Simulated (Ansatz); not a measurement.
What DFT gives for KRb$_{2}$IrN$_{6}$

```yaml
crystal:
  lattice:
    - [0.00000, 4.40501, 4.40501]
    - [4.40501, 0.00000, 4.40501]
    - [4.40501, 4.40501, 0.00000]
  atoms:
    - { symbol: K, position: [0.50000, 0.50000, 0.50000] }
    - { symbol: N, position: [0.77600, 0.22400, 0.22400] }
    - { symbol: N, position: [0.22400, 0.77600, 0.22400] }
    - { symbol: N, position: [0.22400, 0.77600, 0.77600] }
    - { symbol: N, position: [0.77600, 0.22400, 0.77600] }
    - { symbol: N, position: [0.22400, 0.22400, 0.77600] }
    - { symbol: N, position: [0.77600, 0.77600, 0.22400] }
    - { symbol: Ir, position: [0.00000, 0.00000, 0.00000] }
    - { symbol: Rb, position: [0.25000, 0.25000, 0.25000] }
    - { symbol: Rb, position: [0.75000, 0.75000, 0.75000] }
```

Method: r2SCAN, no spin polarisation; PAW, plane waves to 500 eV, 7×7×7 Γ-centred mesh, fermi-dirac occupations (width 0.0184 eV) (Ansatz 0.2.0), atoms fixed.

**Question.** Describe some of the short contacts.

**Answer.** N–Ir at 1.97 Å: least valence density 1.11 e/Å³ and ELF 0.38 there. K–N at 2.43 Å: least valence density 0.25 e/Å³ and ELF 0.08 there. Rb–N at 3.12 Å: least valence density 0.07 e/Å³ and ELF 0.03 there. Both are smooth PAW fields, read partly inside the augmentation spheres.

**Question.** What is the formation energy?

**Answer.** 1.62 eV an atom against the elements' usual phases (free molecules for gases, crystals otherwise, with no correction for O₂ or N₂), so at this geometry it isn't bound against them. Relaxing would lower it.

**Question.** Metal or insulator?

**Answer.** It is a metal, with about 12 states/eV a cell as the mean within 0.25 eV of the Fermi level, mostly N p (95 %).

**Question.** Give the Bader charges.

**Answer.** Bader charges in e: Rb +0.83, K +0.77, Ir +1.87, N -0.72. In the mean Ir gives up most and N takes most.

**Question.** Which atom feels the largest force, and which way?

**Answer.** The largest is on N6 (and as large on other atoms): 3.10 eV/Å, components (0.00, 0.00, -3.10). It makes 0° with the line to a nearest neighbour, Ir8 at 1.97 Å, pointing towards it.

Origin: a known structure type with other elements, at an estimated volume, so it need not be a known compound. Caveats: many states at the Fermi level without spin polarisation, so a magnetic state may lie lower; the Fermi level lies in a narrow band between gaps, which spin or distortion may split; atoms or cell far from equilibrium.
